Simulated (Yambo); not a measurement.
Yambo run on a free-standing CdClOH monolayer (symmetry P3m1, slab cell 16.5 Å high). The wavefunctions are norm-conserving PBEsol (Quantum ESPRESSO, 102 Ry, with spin-orbit coupling) ones on a 6×6×1 mesh (34 occupied bands); a = b = 3.646 Å, c = 16.500 Å, α = β = 90.00°, γ = 120.00°.

Yambo input:

```
rim_cut
gw0
dyson
el_el_corr
HF_and_locXC
ppa
em1d
rim_w
RandQpts= 1000000
RandGvec= 2 Ry
CUTGeo= "slab z"
EXXRLvcs= 102 Ry
VXCRLvcs= 408 Ry
Chimod= "HARTREE"
% BndsRnXp
 9 | 132 |
%
NGsBlkXp= 6 Ry
% LongDrXp
 1.0 | 1.0 | 0.0 |
%
RandGvecW= 1000 mRy
PPAPntXp= 27.2114 eV
% GbndRnge
 1 | 132 |
%
GTermKind= "BG"
DysSolver= "n"
ExtendOut
% QPkrange
 1 | 1 | 34 | 35 |
%
```

k points by index: 1 = Γ.

Table of the .qp output:

```
#    K-point    Band    Eo [eV]    E [eV]    E-Eo [eV]    Vxc [eV]    Vnlxc [eV]    Sc|Eo [eV]    Sc|E [eV]    dSc/dw|Eo [eV]    Re(Z)    Im(Z)
#
    1    34    0.000000    -1.590548    -1.590548    -16.64541    -21.10644    2.495016    2.870482    -6.422939    0.809033    -0.001495
    1    35    2.453895    3.671159    1.217264    -8.386760    -5.177878    -1.819542    -1.991617    -3.846345    0.876154    -0.001137
```
(The two width columns are left out.) Convergence of these settings isn't established.

Geometry relaxed with PBEsol.

This is a model layer cut from the bulk structure; whether it is stable on its own was not checked.
